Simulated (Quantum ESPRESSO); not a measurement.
Band energies of CsH

```xyz
2
Lattice="3.8184 0.0000 0.0000 0.0000 3.8184 0.0000 0.0000 0.0000 3.8184" Properties=species:S:1:pos:R:3 pbc="T T T"
H      1.9092     1.9092     1.9092
Cs     0.0000     0.0000     0.0000
```

PBEsol (pw.x of Quantum ESPRESSO, ONCV potentials, with spin-orbit coupling); path ΓXMΓRX,MR; energies in eV from the valence-band maximum.

```csv
k (1/Å),point,band 10,band 11,band 12,band 13,band 14,band 15,band 16,band 17
0.00,Γ,-2.05,3.24,3.24,3.24,3.24,7.09,7.09,9.39
0.47,,-1.05,3.48,3.48,3.68,3.68,6.74,6.74,6.81
0.82,X,-0.25,2.46,2.46,4.05,4.05,5.99,5.99,6.03
1.06,,-0.43,2.89,2.89,4.49,4.49,5.60,5.60,6.15
1.65,M,-1.28,4.30,4.30,6.28,6.28,6.34,6.34,6.67
2.07,,-0.86,3.50,3.50,5.73,5.73,5.94,5.94,6.92
2.60,,-1.79,3.40,3.40,3.54,3.54,6.49,6.49,8.33
2.81,Γ,-2.05,3.24,3.24,3.24,3.24,7.09,7.09,9.39
3.11,,-1.55,3.70,3.70,3.74,3.74,6.01,6.01,7.88
3.52,,-0.75,4.53,4.53,4.58,4.58,5.86,5.86,6.26
4.03,,-0.27,2.76,2.76,2.78,2.78,3.29,3.29,9.43
4.23,R,0.00,2.57,2.57,2.57,2.57,2.61,2.61,10.41
4.53,,-0.44,2.87,2.87,3.15,3.15,3.81,3.81,8.53
4.91,,-0.68,4.07,4.07,4.11,4.11,5.66,5.66,6.81
5.40,X,-0.25,2.46,2.46,4.05,4.05,5.99,5.99,6.03
5.40,M,-1.28,4.30,4.30,6.28,6.28,6.34,6.34,6.67
5.76,,-0.89,3.94,3.94,4.03,4.03,4.59,4.59,6.12
6.22,R,0.00,2.57,2.57,2.57,2.57,2.61,2.61,10.41
```

The PBEsol gap is indirect, 2.46 eV, from R to X; the smallest direct gap is 2.57 eV.

Geometry of the Materials Project entry, not relaxed at this level.

The structure is a Materials Project entry; no match was found in the copy of COD used, and its stability was not checked.
